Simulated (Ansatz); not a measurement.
BeSe:
```
BeSe
1.0
    3.10282     0.00000     0.00000
    0.00000     3.10282     0.00000
    0.00000     0.00000     3.10282
Be Se
1 1
Direct
  0.00000   0.00000   0.00000
  0.50000   0.50000   0.50000
```

Relaxed with PBE. Special points in fractions of this cell's reciprocal vectors: Γ (0.000, 0.000, 0.000); X (0.000, 0.500, 0.000); M (0.500, 0.500, 0.000); R (0.500, 0.500, 0.500).

Task: List the band energies nearest the Fermi level at these points for plane-wave PAW PBE (Ansatz code).

Result: In eV from the Fermi level; about four levels below and three above (degenerate sets whole), none deeper than 8.9 eV; … stands for higher levels left out; points with the same levels are listed once.

```
k                                below                above
-  -----------------------------------  -------------------
Γ                    -1.49 -1.49 -1.49       0.57 5.08 5.08
X                                -8.19       0.34 0.34 2.81
M                    -6.43 -6.43 -1.93  1.41 6.69 7.07 7.07
R  -4.15 -4.15 -4.15 -0.46 -0.46 -0.46               2.46 …
```

Space group Pm-3m (CsCl type). A made-up cell: these elements were put on the sites of a structure type; neither database checked (COD, Materials Project) lists it. COD files the formula under space group No. 216, so this cell is another polymorph or a model. Whether it is the stable phase at ambient conditions was not checked. Symmetry was held in the PBE relaxation; whether a distortion lowers the energy is not shown. Spin–orbit coupling is left out wherever it is not named.

Potentials: the earlier of the program's two PAW sets.
